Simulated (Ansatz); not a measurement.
ZrTa:
```yaml
crystal:
  lattice:
    - [1.47644, -5.71926, 0.00000]
    - [1.47644, 5.71926, 0.00000]
    - [0.00000, 0.00000, 4.89281]
  atoms:
    - { symbol: Zr, position: [0.67863, 0.32137, 0.25000] }
    - { symbol: Ta, position: [0.93524, 0.06476, 0.25000] }
    - { symbol: Zr, position: [0.32137, 0.67863, 0.75000] }
    - { symbol: Ta, position: [0.06476, 0.93524, 0.75000] }
```

Relaxed with r²SCAN. Special points in fractions of this cell's reciprocal vectors: Γ (0.000, 0.000, 0.000); Y (-0.500, 0.500, 0.000); C0 (-0.267, 0.733, 0.000); Σ0 (0.267, 0.267, 0.000); Z (0.000, 0.000, 0.500); A0 (0.267, 0.267, 0.500); E0 (-0.267, 0.733, 0.500); T (-0.500, 0.500, 0.500); S (0.000, 0.500, 0.000); R (0.000, 0.500, 0.500).

Question: List the band energies nearest the Fermi level at these points for r²SCAN in the plane-wave PAW code Ansatz.

Answer: In eV from the Fermi level; about four levels below and three above (degenerate sets whole), none deeper than 8.9 eV; points with the same levels are listed once.

| k | below | above |
|---|---|---|
| Γ | -2.00 -1.53 -1.37 -0.99 | 0.24 0.48 1.16 |
| Y | -1.08 -0.42 -0.12 -0.07 | 0.35 0.47 1.41 |
| C0 | -2.28 -1.85 -1.80 -1.64 | 0.36 0.39 0.80 |
| Z | -1.41 -1.41 -0.58 -0.58 | 0.07 0.07 1.04 1.04 |
| A0 | -2.06 -2.06 -0.66 -0.66 | 0.12 0.12 0.98 0.98 |
| T | -1.23 -1.23 -0.35 -0.35 | 0.48 0.48 1.47 1.47 |
| S | -2.42 -2.17 -2.00 -1.13 | 0.38 0.72 0.82 |
| R | -1.87 -1.87 -0.77 -0.77 | 0.05 0.05 1.11 1.11 |

Space group Cmcm. The start of the workflow was typed in or built on a structure type; neither database checked (COD, Materials Project) lists it. Its standing as an ambient phase is unchecked. The r²SCAN relaxation kept the symmetry of its start; its stability against distortions is not shown here. No spin polarisation was allowed. Its formation energy is positive at this level, so the cell may be metastable or incomplete. Spin–orbit coupling is left out wherever it is not named.

Potentials: the later of the program's two PAW sets.
